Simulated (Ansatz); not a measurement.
Relaxation of a generated trial cell of LiNbO3 in the LiNbO3 structure type; 10 atoms in the cell, which starts as R3c, hexagonal axes (No. 161), hR10; a = 5.254 Å, b = 5.254 Å, c = 13.876 Å, α = 90.00°, β = 90.00°, γ = 120.00°. Level of theory: r2SCAN (plane waves to 500 eV, PAW, scalar-relativistic; Ansatz, a first-principles code). Γ-centred k-mesh 8×8×8 on the run's cell, Fermi–Dirac smearing 0.05 eV. 

The optimiser's lines from the output (shortened; P is positive under compression):

```
relax step   1: F+E_penalty+E_count = -12961.20440271 eV  Δ(F+E_penalty+E_count) = +0.000e0 eV  max|allowed force component| = 4.999e-1 eV/Å  Δτ_max = 0.0000 Å  P = -3.575 GPa  Ω = 110.582 Å³  (7 SCF iters, dr2 threshold 1.00e-7 eV, accepted)
relax step   2: F+E_penalty+E_count = -12961.30180313 eV  Δ(F+E_penalty+E_count) = -9.740e-2 eV  max|allowed force component| = 3.683e-1 eV/Å  Δτ_max = 0.0357 Å  P = -0.879 GPa  Ω = 107.814 Å³  (6 SCF iters, dr2 threshold 1.00e-6 eV, accepted)
relax step   3: F+E_penalty+E_count = -12961.36970268 eV  Δ(F+E_penalty+E_count) = -6.790e-2 eV  max|allowed force component| = 3.913e-1 eV/Å  Δτ_max = 0.0975 Å  P = +1.307 GPa  Ω = 104.500 Å³  (7 SCF iters, dr2 threshold 1.00e-6 eV, accepted)
relax step   4: F+E_penalty+E_count = -12961.38040722 eV  Δ(F+E_penalty+E_count) = -1.070e-2 eV  max|allowed force component| = 3.435e-1 eV/Å  Δτ_max = 0.0088 Å  P = +0.218 GPa  Ω = 104.983 Å³  (5 SCF iters, dr2 threshold 1.00e-6 eV, accepted)
relax step   5: F+E_penalty+E_count = -12961.39613015 eV  Δ(F+E_penalty+E_count) = -1.572e-2 eV  max|allowed force component| = 5.864e-2 eV/Å  Δτ_max = 0.0207 Å  P = -0.164 GPa  Ω = 105.707 Å³  (6 SCF iters, dr2 threshold 1.00e-6 eV, accepted)
relax step   6: F+E_penalty+E_count = -12961.39664282 eV  Δ(F+E_penalty+E_count) = -5.127e-4 eV  max|allowed force component| = 4.698e-3 eV/Å  Δτ_max = 0.0035 Å  P = -0.043 GPa  Ω = 105.798 Å³  (5 SCF iters, dr2 threshold 3.34e-7 eV, accepted)
relax step   7: F+E_penalty+E_count = -12961.39666816 eV  Δ(F+E_penalty+E_count) = -2.534e-5 eV  max|allowed force component| = 2.266e-3 eV/Å  Δτ_max = 0.0004 Å  P = +0.009 GPa  Ω = 105.773 Å³  (5 SCF iters, dr2 threshold 5.58e-9 eV, accepted)
relax step   8: F+E_penalty+E_count = -12961.39375787 eV  Δ(F+E_penalty+E_count) = +2.910e-3 eV  max|allowed force component| = 2.626e-3 eV/Å  Δτ_max = 0.0000 Å  P = +0.031 GPa  Ω = 105.773 Å³  stress off target by 4.05e-2 GPa  SCF on the basis re-selected at this cell (its energy is not comparable with the rows above)  (6 SCF iters)
relax step   9: F+E_penalty+E_count = -12961.39375290 eV  Δ(F+E_penalty+E_count) = +4.973e-6 eV  max|allowed force component| = 1.485e-3 eV/Å  Δτ_max = 0.0004 Å  P = +0.002 GPa  Ω = 105.791 Å³  (5 SCF iters, dr2 threshold 4.09e-9 eV, accepted)
relax step  10: F+E_penalty+E_count = -12961.39375902 eV  Δ(F+E_penalty+E_count) = -6.122e-6 eV  max|allowed force component| = 1.493e-3 eV/Å  Δτ_max = 0.0000 Å  P = +0.001 GPa  Ω = 105.791 Å³  stress off target by 6.78e-3 GPa  SCF on the basis re-selected at this cell (its energy is not comparable with the rows above)  (4 SCF iters)
```

From the first to the last row the energy changes by -0.02 eV/atom and the volume by -4.3 %. The last row is marked as not comparable with the walk above it, whose basis was carried along; it does compare with step 1, since both stand on a basis selected at the nominal cutoff for their own cell.

 The final structure: R3c, hexagonal axes (No. 161), hR10, AFLOW prototype ABC3_hR10_161_a_a_b (as in LiNbO3); a = b = 5.137 Å, c = 13.885 Å, α = β = 90.00°, γ = 120.00°. Between re-selections the logged energies stand on a plane-wave basis carried along with the cell. No spin polarisation in the result.

The run could not lose the symmetry of its start; a randomly shaken copy of 10 atoms returns to this structure.
